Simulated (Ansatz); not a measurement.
## GdZn (Pm-3m): spiral at q = 0

All numbers below come from Ansatz 0.2.0, DFT, LDA, all-electron LAPW, scalar-relativistic.

Command: `ansatz run input.yaml --threads 2 --pin off --max-ram 5120MiB --backend cpu --events-out ev --progress --plain --runs-dir out`

```yaml
crystal:
  lattice:
    - [3.618, 0.0, 0.0]
    - [0.0, 3.618, 0.0]
    - [0.0, 0.0, 3.618]
  atoms:
    - { symbol: Gd, position: [0.0, 0.0, 0.0], spin: 7.1, spin_axis: [1.0, 0.0, 0.0] }
    - { symbol: Zn, position: [0.5, 0.5, 0.5] }
magnetization:
  noncollinear: true
  spin_spiral: { q: [0.0, 0.0, 0.0] }
kpoints:
  mp_grid: { grid: [12, 12, 12] }
scf:
  occupations: { method: fermi_dirac, width: 0.05 }
hamiltonian:
  xc: lda
  pseudopotentials: { kind: all_electron, lapw: { basis_error: 0.0005 } }
output:
  eigenvalues: false
```

Log:

```
settings of this run that can trade accuracy for cost: output.eigenvalues: false. Do not mix this run's numbers with those of runs without the same settings; the input reference describes each key
LAPW: plane waves up to 7.482 Å⁻¹, error target 5.0e-4 eV per atom; small_component_spin mean_spin; Zn in spheres of 1.506 Å, 20 of its electrons in bands, Dirac shells []; Gd in spheres of 1.628 Å, 34 of its electrons in bands, Dirac shells [] (how accurate: hamiltonian.pseudopotentials.lapw.basis_error, Limitations)
band count auto-derived: 68 (N_el = 54.0; filled up to band 54; 66 by the electrons, moments and atoms)
Engine: ansatz 0.2.0
Pseudopotentials: kind: all_electron
Pseudopotential: Gd, LAPW, valence charge 34, lapw/all_electron/scalar/gaussian/Gd, Koelling and Harmon's equation, gaussian nucleus
Pseudopotential: Zn, LAPW, valence charge 20, lapw/all_electron/scalar/gaussian/Zn, Koelling and Harmon's equation, gaussian nucleus
Functional definition: SPW92
  exchange = slater_x
  correlation = pw_c
Crystal: 2 atoms, lattice volume = 47.359 Å³
Basis set: ecut = 213.27572182169297 eV, 341 PW (Γ), exchange–correlation at level 2
Bands: 68, of which v1, the nominal top of the filled ones, is band 54 counted from 1 (53 counted from 0)
Symmetry: 48 space group operations
k-points: 84 of 1728
Spin spiral: q = (0, 0, 0) of the reciprocal vectors; moments are told in the frame that turns with it, a site's in that at the site
Non-local potential: Gd, projectors of the file, none
Non-local potential: Zn, projectors of the file, none
Initial density: superposition of atomic densities (chi_scale 0.1, normalization cell)
Starting moments: Σ|m| = 7.1 μB on 1 of 2 sites
Initial wavefunctions: plane waves of lowest kinetic energy (no species holds an atomic orbital)
Functional: x = slater, c = lda
iter 1 solved again at ethr=8.54e-4 eV; its pass at ethr=1.00e-1 eV (dr2=4.61e-1 eV) is discarded
SCF iter   1: F=—  HF=-355289.627149 eV  |F-HF|=—  |Δ(HF+E_count)|=         —  Δρ=2.87e-2  dr2=4.60e-1  dr2_m=8.95e-2  ethr=8.54e-4  |M|=6.24e0 ∫|m|=6.25e0 μB  β_m=0.30  ⟨swp⟩=2.1  Hψ=34987  notcnv=0
preconditioner: auto → Kerker (q_TF=auto, 2.789 Å⁻¹)  [metal: Δε(μ)=0.004 eV  Ē_g=9.404 eV  σ=0.050 eV  W_gap=0.02  n_scr=18 (ndim 8)  ℏωp=28.6 eV  f_vac=0.000  D(μ)=10.17/eV (n_scr^D=178)]
[...]
the basis was enlarged: its passes take 7.8 MiB over the memory plan, 2 of 2 planned eigensolver slots
[...]
SCF iter  14: F=—  HF=-355289.040042 eV  |F-HF|=—  |Δ(HF+E_count)|=   1.56e-5  Δρ=2.06e-4  dr2=1.96e-5  dr2_m=4.61e-6  ethr=1.05e-7  |M|=7.35e0 ∫|m|=7.35e0 μB  β_m=0.75  ⟨swp⟩=2.0  Hψ=17264  notcnv=0
SCF iter  15: F=—  HF=-355289.040023 eV  |F-HF|=—  |Δ(HF+E_count)|=   1.85e-5  Δρ=3.65e-5  dr2=6.60e-7  dr2_m=1.45e-7  ethr=3.63e-8  |M|=7.34e0 ∫|m|=7.35e0 μB  β_m=0.79  ⟨swp⟩=2.0  Hψ=17266  notcnv=0
SCF iter  16: F=-355289.040023 eV  HF=-355289.040023 eV  |F-HF|=4.48e-9  |Δ(HF+E_count)|=   2.99e-7  Δρ=7.07e-6  dr2=2.77e-8  dr2_m=3.40e-10  ethr=1.22e-9  |M|=7.34e0 ∫|m|=7.35e0 μB  ⟨swp⟩=2.1  Hψ=17281  notcnv=0
SCF 1 converged in 16 iterations: F = -355289.040023 eV  dr2 = 2.77e-8
WARN: this state was not checked for a lower one beside it: the run's test of it (scf.lower_state_search) could not run behind this SCF: none is made under non-collinear spin (noncollinear)
SCF converged after 16 iterations
Magnetization: |M| = 7.3428 μB,  M = (+7.3428, +0.0000, +0.0000) μB
Absolute magnetization: 7.3503 μB (∫|m|)
  site 0: m = (+7.1564, +0.0000, +0.0000) μB, |m| = 7.1564 μB  (R = 1.63 Å)
  site 1: m = (+0.0383, -0.0000, +0.0000) μB, |m| = 0.0383 μB  (R = 1.51 Å)
Free energy (F): -355289.040023 eV
Harris-Foulkes:  -355289.040023 eV  (|F-HF|=4.48e-9)
Internal energy: -355289.020868 eV  (E = F + TS)
E sigma→0 (E₀):  -355289.030445 eV
Entropy (-TS):   -0.019155 eV (-9.578 meV/atom)
Fermi energy:    13.907309 eV
--- Per-component energies (eV) ---
  E_band       = -3313.299974
  E_kinetic    = 382739.548417
  E_xc         = -8473.396780
  E_electrostatic = -729555.172505  (all electrons and nuclei)
  E_smearing   = -0.019155  (= −TS)
  E_closure    = 0.000000  (closes the sum)
  E_atoms      = -355272.203876  (free atoms, spherical and without spin; not in F)
  Σ components = -355289.040023   (vs F -355289.040023, Δ=0.00e0)
  Basis errors (estimates in eV, not in F): energy 1.5e-4 per atom: plane waves 1.1e-4 (5.7e-5 summed), levels above the bands 1.7e-28, relativity 3.2e-9, radial functions 3.4e-5, core shells 6.8e-8; eigenvalues (radial functions only) 1.4e-6; not estimated: angular momenta, meshes, grids; target (lapw.basis_error) 5.0e-4; muffin-tin radii Zn 1.506 Å, Gd 1.628 Å
settings of this run that can trade accuracy for cost: output.eigenvalues: false. Do not mix this run's numbers with those of runs without the same settings; the input reference describes each key
```

Site moments (μB): Gd1 7.16, Zn2 0.04. Cell moment 7.34 μB in the turning frame.

Without U a semilocal functional puts the f levels too near the Fermi level, which can change moments and the order of magnetic states; site and cell moments are spin moments. Spin–orbit coupling is left out although heavy atoms are present. In at least one run the program's final test of stability wasn't made or came to no verdict. With open f shells a run can end in a state that isn't the lowest. None of this fixes the real material's magnetic order: only patterns that fit the cell were computed, without spin fluctuations and on one mesh and smearing, with a functional that can overstate moments.

It took 3 min on 2 threads of Arm Neoverse V2, on a shared host, peak memory 1 GiB.
